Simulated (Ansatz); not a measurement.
C:
```cif
data_C8
_chemical_formula_sum 'C8'
_space_group_name_H-M_alt 'P 1'
_space_group_IT_number 1
_cell_length_a 2.50530
_cell_length_b 2.50530
_cell_length_c 8.26432
_cell_angle_alpha 90.000
_cell_angle_beta 90.000
_cell_angle_gamma 120.000
loop_
_space_group_symop_operation_xyz
  'x, y, z'
loop_
_atom_site_label
_atom_site_type_symbol
_atom_site_fract_x
_atom_site_fract_y
_atom_site_fract_z
_atom_site_occupancy
C1 C 0.00000 0.00000 0.59295 1
C2 C 0.00000 0.00000 0.40705 1
C3 C 0.00000 0.00000 0.09295 1
C4 C 0.00000 0.00000 0.90705 1
C5 C 0.33333 0.66667 0.34446 1
C6 C 0.66667 0.33333 0.65554 1
C7 C 0.66667 0.33333 0.84446 1
C8 C 0.33333 0.66667 0.15554 1
```

Relaxed with PBEsol.

### Question
Which orbitals make up the states near the band edges in plane-wave PAW PBEsol (Ansatz code)?

### Answer
Top 1 eV of the valence band: C 2p 99 %. Bottom 1 eV of the conduction band: C 2p 54 %, C 2s 35 %, outside the projected shells 11 %. Projections are on Löwdin-orthogonalised atomic valence shells; empty p or d shells of many metals are not among them.

### Question
Tabulate the density of states.

### Answer
States/eV per cell of 8 atoms, in 0.25 eV bins, energy from the valence-band maximum.

```csv
E (eV),total,C 2p,C 2s
-7.85,2.16,1.87,0.28
-7.60,2.05,1.78,0.26
-7.35,2.25,1.99,0.26
-7.10,2.47,2.18,0.28
-6.85,2.81,2.51,0.29
-6.60,2.79,2.53,0.25
-6.35,2.63,2.41,0.21
-6.10,2.49,2.30,0.19
-5.85,2.90,2.72,0.18
-5.60,2.97,2.80,0.17
-5.35,2.57,2.41,0.16
-5.10,2.59,2.42,0.16
-4.85,2.69,2.53,0.15
-4.60,3.62,3.46,0.16
-4.35,3.53,3.39,0.14
-4.10,3.10,2.98,0.11
-3.85,3.06,2.95,0.10
-3.60,2.73,2.64,0.09
-3.35,2.50,2.42,0.07
-3.10,2.17,2.11,0.06
-2.85,1.74,1.69,0.05
-2.60,1.46,1.42,0.04
-2.35,1.30,1.26,0.03
-2.10,1.13,1.10,0.03
-1.85,0.96,0.94,0.02
-1.60,0.76,0.75,0.01
-1.35,0.64,0.63,0.01
-1.10,0.55,0.54,0.01
-0.85,0.44,0.43,0.00
-0.60,0.31,0.30,0.00
-0.35,0.18,0.18,0.00
-0.10,0.05,0.05,0.00
0.15,0.00,0.00,0.00
0.40,0.00,0.00,0.00
0.65,0.00,0.00,0.00
0.90,0.00,0.00,0.00
1.15,0.00,0.00,0.00
1.40,0.00,0.00,0.00
1.65,0.00,0.00,0.00
1.90,0.00,0.00,0.00
2.15,0.00,0.00,0.00
2.40,0.00,0.00,0.00
2.65,0.00,0.00,0.00
2.90,0.00,0.00,0.00
3.15,0.00,0.00,0.00
3.40,0.00,0.00,0.00
3.65,0.00,0.00,0.00
3.90,0.00,0.00,0.00
4.15,0.00,0.00,0.00
4.40,0.03,0.01,0.02
4.65,0.58,0.25,0.26
4.90,0.88,0.43,0.36
5.15,1.33,0.74,0.44
5.40,2.50,1.59,0.63
5.65,3.43,2.22,0.78
5.90,3.02,2.02,0.64
6.15,2.53,1.66,0.54
6.40,1.98,1.27,0.43
6.65,2.20,1.42,0.48
6.90,2.82,1.89,0.55
7.15,2.81,1.93,0.53
7.40,3.59,2.46,0.66
7.65,4.09,2.89,0.70
7.90,2.95,2.12,0.45
8.15,2.82,2.01,0.43
8.40,2.86,2.03,0.45
8.65,3.30,2.27,0.60
8.90,3.51,2.40,0.64
9.15,3.51,2.43,0.61
```

Space group P6_3/mmc. The workflow started from a Materials Project entry (that database holds measured and hypothetical structures alike). Its sites differ from those of the usual phase in this space group: another stacking or structure type. The cell was relaxed with PBEsol under the symmetry of its start; whether a distortion lowers the energy is not shown.

Potentials: the earlier of the program's two PAW sets. The files were generated under PBE; for other functionals the program regenerates the frozen cores, and for LDA and PBEsol the local potential too.
